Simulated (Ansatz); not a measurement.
Trial structures of Sc3B2N: starts and ends

Level of theory: DFT PBE, scalar-relativistic, plane waves, PAW in Ansatz 0.2.0. All cells share a 420 eV cutoff and Γ-centred k meshes spaced at most about 0.3 Å⁻¹ (about 0.25 or finer for metals, 2π included). Collinear spin in cells that started with moments and kept them past the coarse steps, no spin elsewhere.

Each guess was relaxed in cell and atoms at zero pressure, within the symmetry of its start. These are static total energies at zero pressure. Coordination counts B or N atoms around Sc (for each partner element, those within 1.25 times its shortest distance or 1.15 times the sum of covalent radii, where it is the nearest in units of that sum or under 1.3; a plus sign parts groups by distance over the sum of covalent radii; the shortest distance is added where it exceeds 1.18 times the sum of covalent radii; a slash parts the counts of unlike sites).

```tsv
guess	made from	start group	V start (Å³/atom)	end group	V end (Å³/atom)	coordination at the end	gap on mesh (eV)	largest moment (μB)	E over the lowest end (meV/atom)
1	Dy2CuAg3 type	P4mm	13.4	P4mm	13.9	Sc 1+4/5/9	0	-	0
2	random cell	P6/mmm	13.4	P6/mmm	29.6	Sc 2/6 from 3.8 Å	0	-	1338
3	random cell	I4/mmm	15.7	I4/mmm	16.8	Sc 2/6+4	0	-	1066
4	CeGa3Pd2 type	P6/mmm	12.5	P6/mmm	17.9	Sc 4	0	1.7	1424
5	random cell	P-6m2	14.5	?	?	?	?	?	?
6	CsLi2F3 type	I4/mmm	10.9	I4/mmm	15.9	Sc 2/4	0	-	588
```

Guess 5 as it starts:

Space group P-6m2 (No. 187). a = 5.326 Å, b = 5.326 Å, c = 3.553 Å, α = 90.00°, β = 90.00°, γ = 120.00°
```
atom  site  symmetry       x       y       z
  Sc    3j       mm2  0.1568  0.8432  0.0000
   B    1e      -6m2  0.6667  0.3333  0.0000
   B    1b      -6m2  0.0000  0.0000  0.5000
   N    1f      -6m2  0.6667  0.3333  0.5000
```

Task: Fill in the missing row: what does this guess relax into, and where does it rank?

Result: It ends in space group P-6m2 (No. 187), with a = 6.483 Å, c = 2.823 Å, 17.1 Å³/atom and no gap, without spin. It lies 0.88 eV/atom over the lowest end, above guess 6 and below guess 3. Counting B or N atoms around Sc, this end has Sc 2 and the lowest (guess 1) has Sc 1+4/5/9.

```
Sc B N
1.0
     6.48298    0.00000    0.00000
    -3.24149    5.61442    0.00000
     0.00000    0.00000    2.82340
Sc B N
3 2 1
Cartesian
  -1.6519 4.6966 0.0000
  0.0000 1.8355 0.0000
  1.6519 4.6966 0.0000
  3.2415 1.8715 0.0000
  0.0000 0.0000 1.4117
  3.2415 1.8715 1.4117
```

Energies over the elements count from the elements' standard structures at the same level (N₂ as a molecule), with no fitted energy shifts.

Task: Is the lowest end bound against the elements?

Result: Yes: its formation energy is −0.60 eV/atom. It lies below the elements, which doesn't yet make it stable against other compounds or structures.

A magnetic state wasn't ruled out in cells without spin, among them P6/mmm at 29.6 Å³/atom. The magnetic state reached may not be the lowest. Cells relaxed within their symmetry can be saddle points. A lower structure may well exist outside this small set. Some structure types and database cells were kept out of the candidates from the start, so a known form may be missing.
